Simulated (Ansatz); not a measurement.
Polymorphs of FeCo, each relaxed with DFT-PBE in the program Ansatz with PAW potentials:

A: CsCl type (Pm-3m)
a = b = c = 2.8450 Å, α = β = γ = 90.00°

```json
[
 {"atom": "Fe", "site": "1a", "symmetry": "m-3m", "x": "0.0000", "y": "0.0000", "z": "0.0000"},
 {"atom": "Co", "site": "1b", "symmetry": "m-3m", "x": "0.5000", "y": "0.5000", "z": "0.5000"}
]
```

B: Fd-3m
a = 5.6788 Å, b = 5.6788 Å, c = 5.6788 Å, α = 90.00°, β = 90.00°, γ = 90.00°

| atom | site | symmetry | x | y | z |
|---|---|---|---|---|---|
| Fe | 8b | -43m | 0.5000 | 0.5000 | 0.5000 |
| Co | 8a | -43m | 0.0000 | 0.0000 | 0.0000 |

Question: Rank these by energy per atom at 0 K (lowest first), as PBE gives it.

Answer: A (+0 meV/atom), B (+64 meV/atom)

Spin orders computed, not proven ground states: A ferromagnetic; B ferromagnetic. Constructed cells (a structure type filled with these elements, in neither database checked): B. Not the usual ambient phase: B. All cells were relaxed under the symmetry of their starts (and spin orders); stability against distortions was not tested throughout.

Energies hold the estimated change up to a 700 eV cutoff; steps of a few meV lie near the error of the meshes.

Potentials: the earlier of the program's two PAW sets.
